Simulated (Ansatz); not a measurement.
Consider the following.

Cu₃PdN:
```
Cu3PdN
1.0
    3.81984     0.00000     0.00000
    0.00000     3.81984     0.00000
    0.00000     0.00000     3.81984
Cu Pd N
3 1 1
Direct
  0.50000   0.00000   0.00000
  0.00000   0.50000   0.00000
  0.00000   0.00000   0.50000
  0.50000   0.50000   0.50000
  0.00000   0.00000   0.00000
```

This is the PBEsol-relaxed structure.

All from PBEsol (plane waves, PAW; program Ansatz), unless another level is named. Estimate the Poisson's ratio.

0.34.

Predict the elastic constants (relaxed ions, GPa).

C11 = 318, C12 = 129, C44 = 57.4.

Predict the highest zone-centre frequency.

620 cm⁻¹.

Space group Pm-3m (anti-perovskite). The workflow started from a Materials Project entry (that database holds measured and hypothetical structures alike); the Crystallography Open Database copy checked does not list it. Its standing as an ambient phase is unchecked. Symmetry was held in the PBEsol relaxation; its stability against distortions is not shown here. The run is not spin-polarised. A small band overlap can be real or an error of a semilocal functional. As this level gives no gap, shear constants depend on the k-mesh and smearing (Fermi–Dirac, 0.1 eV here). As this level gives no gap, phonon frequencies hold no LO–TO term and depend on the k-mesh and smearing (Fermi–Dirac, 0.1 eV here).

Potentials: the later of the program's two PAW sets.
